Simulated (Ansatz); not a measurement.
BaTiO3:
```
BaTiO3
1.0
    3.97020     0.00000     0.00000
    0.00000     3.97020     0.00000
    0.00000     0.00000     3.97020
Ba Ti O
1 1 3
Cartesian
  1.98510   1.98510   1.98510
  0.00000   0.00000   0.00000
  1.98510   0.00000   0.00000
  0.00000   1.98510   0.00000
  0.00000   0.00000   1.98510
```

Cartesian axes are those of the cell as given.

Give the high-frequency dielectric tensor and the Born effective charge tensors of the independent atoms from DFPT, PBEsol in the plane-wave PAW code Ansatz.


ε∞:
```
6.73  0.00  0.00
0.00  6.73  0.00
0.00  0.00  6.73
```
Z* of atom 1 (Ba), rows: field, columns: displacement, in e:
```
2.78  0.00  0.00
0.00  2.78  0.00
0.00  0.00  2.78
```
Z* of atom 2 (Ti), rows: field, columns: displacement, in e:
```
7.34  0.00  0.00
0.00  7.34  0.00
0.00  0.00  7.34
```
Z* of atom 3 (O), rows: field, columns: displacement, in e:
```
-5.81   0.00   0.00
 0.00  -2.16   0.00
 0.00   0.00  -2.16
```

Space group Pm-3m (cubic perovskite). This is a known high-temperature phase of the composition, computed here at zero pressure and temperature. The PBEsol relaxation kept the symmetry of its start; whether a distortion lowers the energy is not shown. The run is not spin-polarised. Spin–orbit coupling is left out wherever it is not named.

Potentials: the earlier of the program's two PAW sets. The files were generated under PBE; for other functionals the program regenerates the frozen cores, and for LDA and PBEsol the local potential too.
